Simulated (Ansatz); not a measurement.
Si3Mo5 in space group I4/mcm (No. 140; Si on 4a, Mo on 4b, Si on 8h, Mo on 16k) under volume change, DFT-LDA in the program Ansatz with PAW potentials, shape and atoms relaxed at each volume.

```csv
V (Å³/atom),E − E(relaxed) (meV/atom),P (GPa)
12.564,109.7,30.76
12.978,46.1,18.83
13.393,10.9,8.66
13.807,0.0,0.00
14.221,9.8,-7.38
14.635,37.2,-13.66
15.049,79.6,-19.00
```

Task: What does a third-order Birch–Murnaghan fit give for V₀, B₀ and B′?

Result: V₀ = 13.81 Å³/atom, B₀ = 266 GPa, B′ = 4.3.

The workflow started from an entry of the Crystallography Open Database (COD). Whether it is the stable phase at ambient conditions was not checked. The LDA relaxation kept the symmetry of its start; its stability against distortions is not shown here. No spin polarisation was allowed.

Potentials: the later of the program's two PAW sets.
